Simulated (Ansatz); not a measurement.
## HgPt: do energies and stresses tell the same story?

The calculation used DFT r2SCAN, scalar-relativistic, plane waves, PAW in Ansatz.

Cutoff 500 eV; k points 14×14×12 on the computed 2-atom cell (Γ-centred); Gaussian smearing, width 0.10 eV; no spin polarisation.

Relaxed cell: P4/mmm, a = 3.004 Å, b = 3.004 Å, c = 3.899 Å, α = 90.00°, β = 90.00°, γ = 90.00°, 2 atoms in the primitive cell. Whether it is the stable form of this composition wasn't checked.

Energies at zero smearing and pressures from the stress tensor, at volumes with shape and atoms relaxed:
```csv
V (Å³/atom),E − E(first) (meV/atom),P (GPa)
16.535,0.00,12.00
17.063,-28.32,5.42
17.591,-36.98,0.02
18.118,-29.48,-4.39
18.646,-8.87,-7.97
```

**Question.** Check P = −dE/dV between neighbouring volumes, and get the bulk modulus from the pressures alone.

**Answer.** With 1 eV/Å³ = 160.2 GPa:
```json
{"middle V (Å³/atom)": "16.799", "−ΔE/ΔV (GPa)": "8.599", "mean P (GPa)": "8.708"}
{"middle V (Å³/atom)": "17.327", "−ΔE/ΔV (GPa)": "2.628", "mean P (GPa)": "2.717"}
{"middle V (Å³/atom)": "17.855", "−ΔE/ΔV (GPa)": "-2.276", "mean P (GPa)": "-2.188"}
{"middle V (Å³/atom)": "18.382", "−ΔE/ΔV (GPa)": "-6.256", "mean P (GPa)": "-6.183"}
```

The two differ by 0.11 GPa at most. The mean of two end pressures misses the average over a step by about ΔV² P″/12, up to 0.11 GPa here; with that taken off 0.01 GPa remains. Around V = 17.591 Å³/atom, the two neighbours give B = −V ΔP/ΔV = 17.591 × 9.81 / 1.055 = 163.5 GPa, against B0 = 162.4 GPa from the Birch–Murnaghan fit of the energies.

Spin–orbit coupling is left out, which can shift energies with elements as heavy as these.

Cost: 6 runs of about 15 core-minutes in all, on Intel Xeon Processor @ 2.50GHz (Skylake/Cascade Lake) (shared hosts).